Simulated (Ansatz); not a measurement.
Al$_{2}$Ru in space group Fddd (No. 70; Al on 16f, Ru on 8b), DFT-r²SCAN in the program Ansatz with PAW potentials. The conduction-band minimum lies on the Γ–Σ0 line, 79 % of the way from Γ, with 2 equivalent valleys. Second derivatives d²E/dk² of the lowest band at one valley (eV·Å²), along Cartesian directions:

```json
[
 {"direction": "[100]", "d²E/dk²": "3.830"},
 {"direction": "[010]", "d²E/dk²": "4.150"},
 {"direction": "[001]", "d²E/dk²": "8.460"},
 {"direction": "[110]", "d²E/dk²": "3.991"},
 {"direction": "[101]", "d²E/dk²": "6.146"},
 {"direction": "[011]", "d²E/dk²": "6.301"}
]
```

### Question
Find the principal effective masses, the density-of-states mass and the conductivity mass.

### Answer
Off-diagonal terms follow from H_xy = H[110] − (H_xx + H_yy)/2, and m*/mₑ = 7.620 eV·Å² over each eigenvalue: 0.90, 1.8, 2.0. One valley's DOS mass (m₁m₂m₃)^(1/3) = 1.5, conductivity mass 3/(Σ 1/mᵢ) = 1.4 mₑ.

### Question
What effective density of states Nc follows at 300 K for parabolic valleys?

### Answer
Nc = 2.509e19 × 2 × (1.5)^(3/2) ≈ 9.2e19 cm⁻³.

The workflow started from a Materials Project entry (that database holds measured and hypothetical structures alike); the Crystallography Open Database copy checked does not list it. Its standing as an ambient phase is unchecked. Symmetry was held in the r²SCAN relaxation; whether a distortion lowers the energy is not shown. No spin polarisation was allowed. Spin–orbit coupling is left out wherever it is not named.

Potentials: the later of the program's two PAW sets.

Edges and masses are those of Kohn–Sham bands, whose gap is no quasiparticle gap.
